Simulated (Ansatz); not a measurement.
Here is the system:

Ti3Al (D019 type, space group P6_3/mmc)

Space group P6₃/mmc (No. 194); a = 5.7553 Å, b = 5.7553 Å, c = 4.6546 Å, α = 90.00°, β = 90.00°, γ = 120.00°

| atom | site | symmetry | x | y | z |
|---|---|---|---|---|---|
| Ti | 6h | mm2 | 0.3395 | 0.1698 | 0.2500 |
| Al | 2c | -6m2 | 0.3333 | 0.6667 | 0.2500 |

The volume is varied about the relaxed value V₀ at fixed cell shape. The atoms relax within the cell's symmetry.

These are PBE (plane waves to 420 eV, PAW, scalar-relativistic; Ansatz, a quantum-chemistry and plane-wave program) values and carry that method's errors. k mesh 10×10×10 (Γ-centred), Fermi-Dirac smearing 0.05 eV. Energies are smeared free energies. Compression counts positive. With the shape held, the modulus is that of even scaling; a crystal free to change shape is softer. The PAW data are Ansatz's earlier set. Ti3Al is run without spin polarisation. Ti3Al was relaxed with its symmetry unable to fall. ΔE is measured from the relaxed starting cell.

The scan covers V/V₀ from 0.940 to 1.060 in 13 points.

Question: What is the fitted pressure derivative B₀′?

Answer: 3.8.

Question: What bulk modulus at fixed cell shape B₀ follows from a third-order Birch-Murnaghan fit?

Answer: 115 GPa.

(A scan under strain: stresses follow from slopes of the energy per volume, elastic moduli from its curvatures.)
